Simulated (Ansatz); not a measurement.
Ta2C (P4/nmm), relaxed with PBE (Ansatz, a first-principles code, plane waves, PAW): a = 3.5247 Å, b = 3.5247 Å, c = 6.5185 Å, α = 90.00°, β = 90.00°, γ = 90.00°.

- ΔH_f (eV/atom) = 0.38
- B₀ by P(V) fit (GPa) = 248

Problem. The same phase is relaxed and computed with r²SCAN in the same code. What are the cell and these values now?

Solution. a = b = 3.502 Å, c = 6.508 Å, α = β = γ = 90.00°.

ΔH_f (eV/atom): 0.33
B₀ by P(V) fit (GPa): 262

Constructed cells (a structure type filled with these elements, in neither database checked): Ta2C, P4/nmm (Ta on 2a, Ta on 2c, C on 2c). All cells were relaxed under the symmetry of their starts (and spin orders); stability against distortions was not tested throughout. Rows with no word on spin ran without spin polarisation. Scalar-relativistic: spin–orbit coupling is off unless named, which matters more the heavier the elements.

Potentials: the later of the program's two PAW sets.

Ansatz is a plane-wave DFT program.

Formation energies count from the lowest solids of the elements computed at the same level, not from gases.
